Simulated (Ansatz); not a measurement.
### Question
Name crystals whose computed values (the program Ansatz at the PBEsol level (PAW)) fall in these windows: B₀ by P(V) fit (GPa) 50 to 67; highest Γ mode, no LO–TO term (cm⁻¹) 77 to 98.

### Answer


| crystal | B₀ by P(V) fit (GPa) | highest Γ mode, no LO–TO term (cm⁻¹) |
|---|---|---|
| Sn, hcp (Mg type) | 55.9 | 92 |
Others may fit too.

Typed or built starts, not in the databases checked: Sn, hcp (Mg type). Not the usual ambient phase: Sn, hcp (Mg type). The cell was relaxed under the symmetry of its start. Spin–orbit coupling is left out wherever it is not named.

Potentials: the earlier of the program's two PAW sets. The files were generated under PBE; for other functionals the program regenerates the frozen cores, and for LDA and PBEsol the local potential too.
